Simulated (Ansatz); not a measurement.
## Be: from a starting cell to a relaxed one

The start is a relaxed Be cell, doubled along one cell vector, shaken by Gaussian noise of σ = 0.08 Å a coordinate. The cell and all atomic positions are relaxed at zero pressure with r2SCAN (plane waves to 500 eV, PAW, scalar-relativistic; Ansatz, a quantum-chemistry and plane-wave program). The first steps use a coarse 16×16×5 k-mesh.

Input geometry:
```
Be
1.0
    2.26371     0.00000     0.00000
   -1.13186     1.96043     0.00000
    0.00000     0.00000     7.12779
Be
4
Cartesian
  0.00386   1.26197   2.66123
  0.11246   1.27632   6.25695
  1.08514   0.60476   0.93839
  1.24728   0.58966   4.48315
```

```yaml
largest_initial_force: 0.55 eV/Å, on Be3 (atoms numbered as listed)
energy_released: 0.01 eV/atom
relative_to_the_parent: The parent structure is recovered, P6₃/mmc (No. 194)
Shortest distances (start → end): "The closest pairs of elements (up to four, under 3.6 Å), start → end: Be–Be 2.14 → 2.21 Å"
band_gap_at_the_end: zero (metallic)
optimiser_moves: 5
```

Relaxed structure:

```cif
data_Be2
_chemical_formula_sum 'Be2'
_space_group_name_H-M_alt 'P63/mmc'
_space_group_IT_number 194
_space_group_name_Hall '-P 6c 2c'
_cell_length_a 2.26370
_cell_length_b 2.26370
_cell_length_c 3.56387
_cell_angle_alpha 90.000
_cell_angle_beta 90.000
_cell_angle_gamma 120.000
loop_
_atom_site_label
_atom_site_type_symbol
_atom_site_symmetry_multiplicity
_atom_site_Wyckoff_symbol
_atom_site_fract_x
_atom_site_fract_y
_atom_site_fract_z
_atom_site_occupancy
Be1 Be 2 d 0.66667 0.33333 0.25000 1
```

Final values are on a 23×23×13 k-mesh of the relaxed cell. No spin polarisation in the result.
